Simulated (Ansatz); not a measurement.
## Two-dimensional strain map in SbAs

These are results of DFT PBEsol, scalar-relativistic, plane waves, PAW (Ansatz), not measurements. Cutoff 420 eV, Γ-centred 12×12×12 k-points, Gaussian smearing of 0.15 eV. No spin polarisation. Energies are free energies at this smearing, counted from the undisturbed cell; pressure is positive in compression.

The undisturbed cell (as given, not relaxed at this level; it stands at -4.1 GPa, and it needn't be the usual structure):

```
Sb As
1.0
     2.01275    1.16206    3.61233
    -2.01275    1.16206    3.61233
     0.00000   -2.32412    3.61233
Sb As
1 1
Cartesian
  0.0000 0.0000 5.4185
  0.0000 0.0000 0.0000
```

The cell is strained by p along both x and y and by q along z, fractional coordinates fixed. Points are written (p, q).

Energy above the undisturbed cell in meV/atom (a dash: not computed):

```csv
p \ q,-0.050,-0.025,0.000,0.025,0.050
-0.050,30.5,13.4,10.1,19.2,37.8
-0.025,-17.6,-19.5,-9.8,10.9,41.1
0.000,-31.8,-20.9,0.0,30.3,69.0
0.025,-17.8,4.1,34.4,72.7,118.3
0.050,20.7,51.0,89.1,134.0,185.3
```

Pressure in GPa:

```csv
p \ q,-0.050,-0.025,0.000,0.025,0.050
-0.050,8.5,5.5,3.0,0.7,-1.3
-0.025,3.5,1.1,-1.0,-2.8,-4.4
0.000,-0.6,-2.4,-4.1,-5.5,-6.7
0.025,-3.7,-5.2,-6.5,-7.6,-8.5
0.050,-6.2,-7.3,-8.3,-9.1,-9.9
```